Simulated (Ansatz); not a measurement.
CuO in space group P3_221 (No. 154; Cu on 3a, O on 3b) at seven volumes, PBE in the plane-wave PAW code Ansatz, shape and atoms relaxed at each. One row is withheld.

```csv
V (Å³/atom),P (GPa)
8.947,14.33
9.242,8.30
9.537,3.63
9.832,0.02
10.127,-2.86
10.422,-5.23
10.717,?
```

Question: Fit the shown pressures and predict the withheld one.

Answer: P = (3/2)B₀(x^(7/2) − x^(5/2))[1 + (3/4)(B′ − 4)(x − 1)] with x = (V₀/V)^(2/3). Least squares on the six rows gives V₀ = 9.829 Å³/atom, B₀ = 109 GPa, B′ = 7.16. At V = 10.717, x = 0.9440 and P = -6.88 GPa. The run itself gave -7.06 GPa.

The cell is a constructed one: a structure type filled with these elements; neither database checked (COD, Materials Project) lists it. It is not the phase usual at ambient conditions (space group No. 15). The cell was relaxed with PBE under the symmetry of its start; its stability against distortions is not shown here. The run is not spin-polarised. No Hubbard U is applied.

Potentials: the later of the program's two PAW sets.
